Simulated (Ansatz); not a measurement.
TmGa$_{3}$Hg$_{3}$As$_{2}$N$_{4}$: zone-centre modes

These are results of DFT PBE, scalar-relativistic, plane waves, PAW, and for the lanthanide a 4f-in-core norm-conserving potential, in Ansatz 0.2.0, not measurements. Settings: 690 eV plane-wave cutoff, Γ-centred 10×4×4 mesh, Gaussian smearing of 0.10 eV. No spin polarisation. Phonons by linear response, acoustic sum rule imposed.

Relaxed structure:
```
Tm Ga Hg As N
1.0
     3.36326   -0.00043    0.00176
    -0.02758    8.24149    0.00942
    -0.30854   -2.67631    9.60369
Tm Ga Hg As N
1 3 3 2 4
Cartesian
  0.7567 4.9479 6.6190
  0.7730 0.2478 5.3631
  2.4386 5.8528 4.3334
  2.4523 2.4510 4.7529
  1.9761 5.7078 1.8445
  0.8709 1.5837 1.8305
  2.4415 1.0137 8.3260
  0.7077 -1.2234 8.9286
  0.7802 3.1572 9.0078
  2.4548 0.9411 6.0418
  2.4406 4.2048 5.5204
  0.7450 6.6051 5.0975
  0.7722 1.8098 3.9039
```

The structure comes from a generated guess, relaxed at this level; another structure or a mixture of phases may lie lower. In a metal, frequencies depend on the k mesh and the smearing, soft modes most. Spin–orbit coupling is left out, which matters for heavy elements.

**Question.** Is this structure stable against zone-centre distortions?

**Answer.** Yes, at Γ: no optical mode is imaginary. Strains and other wave vectors aren't tested by this run.

**Question.** List the optical modes at Γ (i marks imaginary ones).

**Answer.**
```
frequency (meV)  degeneracy
            3.3           1
            3.7           1
            4.4           1
            4.9           1
            5.6           1
            6.0           1
            7.6           1
            8.1           1
            8.9           1
            9.3           1
           11.8           1
           12.9           1
           13.8           1
           15.5           1
           16.4           1
           18.0           1
           18.7           1
           21.5           1
           22.1           1
           23.0           1
           25.9           1
           28.6           1
           29.5           1
           34.8           1
           44.2           1
           48.9           1
           53.9           1
           59.8           1
           60.5           1
           62.0           1
           64.6           1
           66.7           1
           74.8           1
           79.5           1
           83.7           1
           91.4           1
```

The lanthanide is trivalent by construction, without f bands, f moments or other valences.
